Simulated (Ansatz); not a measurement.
Consider the following.

LiC6:
```
CELL_PARAMETERS angstrom
      4.30917     0.00000     0.00000
     -2.15459     3.73185     0.00000
      0.00000     0.00000     3.65637
ATOMIC_POSITIONS crystal
  Li 0.00000 0.00000 0.00000
  C  0.00000 0.33361 0.50000
  C  0.00000 0.66639 0.50000
  C  0.66639 0.00000 0.50000
  C  0.33361 0.00000 0.50000
  C  0.66639 0.66639 0.50000
  C  0.33361 0.33361 0.50000
```

This is the PBEsol-relaxed structure. x, y and z are the axes in which the lattice vectors are written.

Task: All from plane-wave PAW PBEsol (Ansatz code), unless another level is named. Give the bulk modulus (Birch–Murnaghan fit).

Result: 635 kbar.

Task: Give the highest zone-centre frequency.

Result: 1423 cm^-1.

Task: Predict the elastic constants (relaxed ions, GPa).

Result: C11 = 940, C12 = 161, C13 = 1.9, C33 = 68.2, C44 = 18.8.

Space group P6/mmm. The workflow started from a Materials Project entry (that database holds measured and hypothetical structures alike); the Crystallography Open Database copy checked does not list it. Whether it is the stable phase at ambient conditions was not checked. The PBEsol relaxation kept the symmetry of its start; its stability against distortions is not shown here. As this level gives no gap, shear constants depend on the k-mesh and smearing (Fermi–Dirac, 0.1 eV here). As this level gives no gap, phonon frequencies hold no LO–TO term and depend on the k-mesh and smearing (Fermi–Dirac, 0.1 eV here).

Potentials: the earlier of the program's two PAW sets. The files were generated under PBE; for other functionals the program regenerates the frozen cores, and for LDA and PBEsol the local potential too.
